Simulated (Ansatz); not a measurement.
A relaxed cell of MgCd₃Te₄ is given with its symmetry left out. The cell was found from a structure generator's guess, not taken from experiment.

Level of theory: Ansatz, DFT PBE, scalar-relativistic, plane waves, PAW. Cutoff 420 eV, Γ-centred mesh, Gaussian smearing, no spin polarisation.

```yaml
crystal:
  lattice:
    - [4.66058, 0.00000, 0.00000]
    - [-2.33029, 4.03618, 0.00000]
    - [0.00000, 0.00000, 15.23766]
  atoms:
    - { symbol: Mg, position: [0.33333, 0.66667, 0.49728] }
    - { symbol: Cd, position: [0.33333, 0.66667, 0.99894] }
    - { symbol: Cd, position: [0.66667, 0.33333, 0.25137] }
    - { symbol: Cd, position: [0.66667, 0.33333, 0.74716] }
    - { symbol: Te, position: [0.33333, 0.66667, 0.18732] }
    - { symbol: Te, position: [0.33333, 0.66667, 0.68291] }
    - { symbol: Te, position: [0.66667, 0.33333, 0.43967] }
    - { symbol: Te, position: [0.66667, 0.33333, 0.93537] }
```

The zero of energy is the elements' standard structures at the same level; no fitted shifts are applied.

Question: Find its symmetry and describe it.

Answer: P3m1 (No. 156), with Mg and Cd ordered on wurtzite sites. Conventional cell: a = 4.661 Å, c = 15.238 Å. Mg is surrounded by 4 Te at 2.83 Å; Cd on its first site has 4 Te at 2.86–2.87 Å; Cd on its second site is surrounded by 4 Te at 2.86–2.87 Å; Te on its first site is surrounded by 4 Cd at 2.86–2.87 Å; 4 more sites not described.

Question: How far does it lie from the elements in energy?

Answer: −0.564 eV/atom. A negative formation energy is needed for stability but isn't enough: competing phases decide.

Question: Is it a metal?

Answer: No, the gap on the 6×6×2 mesh is 0.90 eV.

The last run used a 6×6×2 mesh (in the run's order of axes) for its 8-atom cell and Gaussian smearing of 0.02 eV. Spin–orbit coupling, which can matter for Te, is left out. Kohn–Sham gaps at this level usually fall short of measured ones. The missing spin–orbit coupling can work the other way here. The reference form of Te is held partly by dispersion forces, which this level lacks. A structure relaxed within its symmetry needn't be a true minimum.
